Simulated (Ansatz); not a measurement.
Sn:
```
Sn
1.0
    3.08825     0.00000     0.00000
    0.00000     3.08825     0.00000
    0.00000     0.00000     3.08825
Sn
1
Direct
  0.00000   0.00000   0.00000
```

Relaxed with PBE. Special points in fractions of this cell's reciprocal vectors: Γ (0.000, 0.000, 0.000); X (0.000, 0.500, 0.000); M (0.500, 0.500, 0.000); R (0.500, 0.500, 0.500).

**Question.** List the band energies nearest the Fermi level at these points for PBE with spin–orbit coupling in the plane-wave PAW code Ansatz.

**Answer.** In eV from the Fermi level; about four levels below and three above (degenerate sets whole), none deeper than 8.9 eV; points with the same levels are listed once.

| k | below | above |
|---|---|---|
| Γ | – | 4.73 4.73 5.49 5.49 5.49 5.49 |
| X | -7.66 -7.66 -4.48 -4.48 | 7.37 7.37 8.05 8.05 |
| M | -2.30 -2.30 -1.93 -1.93 | 2.90 2.90 10.38 10.38 |
| R | -0.94 -0.94 -0.30 -0.30 | 0.39 0.39 0.39 0.39 |

Space group Pm-3m (simple cubic). The cell is a constructed one: a structure type filled with these elements; neither database checked (COD, Materials Project) lists it. It is not the phase usual at ambient conditions (space group No. 141). Symmetry was held in the PBE relaxation; its stability against distortions is not shown here.

Potentials: the later of the program's two PAW sets.
